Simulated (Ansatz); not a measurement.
Sn in space group Im-3m (No. 229; Sn on 12d) at seven volumes, the program Ansatz at the r²SCAN level (PAW), scaled uniformly. One row is withheld.

```tsv
V (Å³/atom)	P (GPa)
40.341	3.83
41.671	2.33
43.000	1.07
44.330	0.01
45.660	-0.88
46.990	?
48.320	-2.26
```

**Question.** Fit the shown pressures and predict the withheld one.

**Answer.** P = (3/2)B₀(x^(7/2) − x^(5/2))[1 + (3/4)(B′ − 4)(x − 1)] with x = (V₀/V)^(2/3). Least squares on the six rows gives V₀ = 44.345 Å³/atom, B₀ = 32.3 GPa, B′ = 4.77. At V = 46.990, x = 0.9621 and P = -1.63 GPa. The run itself gave -1.63 GPa.

The start of the workflow was typed in or built on a structure type; the Crystallography Open Database copy checked does not list it. It is not the phase usual at ambient conditions (space group No. 141). The cell was relaxed with r²SCAN under the symmetry of its start; its stability against distortions is not shown here. The volume moved by 33 % from the start of the relaxation. Scalar-relativistic: spin–orbit coupling is off unless named, which matters more the heavier the elements.

Potentials: the earlier of the program's two PAW sets.
